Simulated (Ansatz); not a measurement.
Here is the system:

BP:
Space group F-43m (No. 216); a = b = c = 4.5486 Å, α = β = γ = 90.00°

```
atom  site  symmetry       x       y       z
----  ----  --------  ------  ------  ------
P       4c      -43m  0.2500  0.2500  0.2500
B       4a      -43m  0.0000  0.0000  0.0000
```
(The calculation used a cell of 2 atoms; values per cell refer to that cell.)

This is the PBE-relaxed structure.

### Question
All from DFT-PBE in the program Ansatz with PAW potentials, unless another level is named. Estimate the smallest direct gap on the standard path.

### Answer
3.39 eV.

### Question
Predict the formation energy from the elements (no fitted shifts).

### Answer
-0.43 eV/atom.

### Question
Next, the weight of the valence-edge state by species (Voronoi cells)?

### Answer
B 55 %, P 45 %.

Symmetry was held in the PBE relaxation; phonons on a q-mesh show no instability. The references are the lowest solids computed at this level, not always the standard phases.

Potentials: the later of the program's two PAW sets.
